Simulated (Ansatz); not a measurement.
Frames from the relaxation of a relaxed Bi2Se3 cell, doubled along one cell vector, shaken by Gaussian noise of σ = 0.08 Å a coordinate, as extended XYZ (Å, eV, eV/Å, GPa with compression positive). Level of theory: r2SCAN (plane waves to 500 eV, PAW, scalar-relativistic; Ansatz, a quantum-chemistry and plane-wave program). Γ-centred k-mesh 4×2×4 on the run's cell (coarser than for final values), Fermi–Dirac smearing 0.05 eV.

```xyz
10
Lattice="3.6586 2.1148 3.6036 -7.2884 4.1372 7.2318 -0.0327 -4.2031 3.6212" Properties=species:S:1:pos:R:3:forces:R:3 pbc="T T T" step=2 free_energy=-82524.581 pressure=-0.1 accepted=T
Se    -2.1668    -0.0498     5.4127    0.0077    0.0380   -0.0030
Se    -5.8809     2.0106     9.0358    0.2066    0.0562   -0.0112
Se     1.0688    -1.8932     5.3394   -0.2857    0.0342    0.2341
Se    -2.6850     0.1858     9.0324    0.2901   -0.2829   -0.1178
Se     1.0366     1.8800     5.4666    0.0204   -0.2372   -0.0322
Se    -2.5703     3.8667     8.9466    0.0025   -0.0311    0.0244
Bi    -0.0617    -0.0420     3.4108    0.1105    0.0592    0.0049
Bi    -3.6278     1.9759     7.1395   -0.3369    0.2046   -0.0060
Bi    -0.0583    -0.0604     7.2026    0.1808    0.0135   -0.1051
Bi    -3.6448     2.0133    10.8949   -0.1958    0.1452    0.0118
10
Lattice="3.6585 2.1316 3.6247 -7.2947 4.1440 7.2964 -0.0460 -4.1960 3.6320" Properties=species:S:1:pos:R:3:forces:R:3 pbc="T T T" step=3 free_energy=-82524.692 pressure=0.1 accepted=T
Se    -2.1697     0.1358     5.4363    0.0183    0.1040    0.1086
Se    -5.8689     2.0150     9.1424   -0.0708    0.0751    0.0481
Se     0.9007    -1.9658     5.4551   -0.0112   -0.0902   -0.0277
Se    -2.6260     0.1723     9.1048   -0.1858    0.0495    0.1289
Se     1.1542     1.7673     5.4423    0.1555   -0.0241    0.0911
Se    -2.5926     3.8905     9.1106    0.0509   -0.0238    0.0226
Bi    -0.0649    -0.0355     3.3757   -0.0488   -0.0217   -0.0792
Bi    -3.6865     2.0446     7.2147    0.0843   -0.0484   -0.1993
Bi    -0.0307    -0.0151     7.1861   -0.0494    0.0270   -0.0884
Bi    -3.7043     2.0299    10.8924    0.0571   -0.0475   -0.0045
```

The path has 10 moves and ends in P1 (No. 1) at a tolerance of 0.01 Å, R3 (No. 146) at 0.1 Å, 0.09 eV/atom below its start. Free energies are of the whole cell and compare only within this code, potentials and settings.  No spin polarisation in the result. No dispersion correction is included, so spacings between layers, chains or molecules are soft and tend to come out too large.

The end of the path is a generated cell of Bi2Se3: the first start was made by placing the elements on the sites of a structure type, and the end was not matched to a known phase here, so it may be hypothetical. Known forms of Bi2Se3 include space group No. 166.
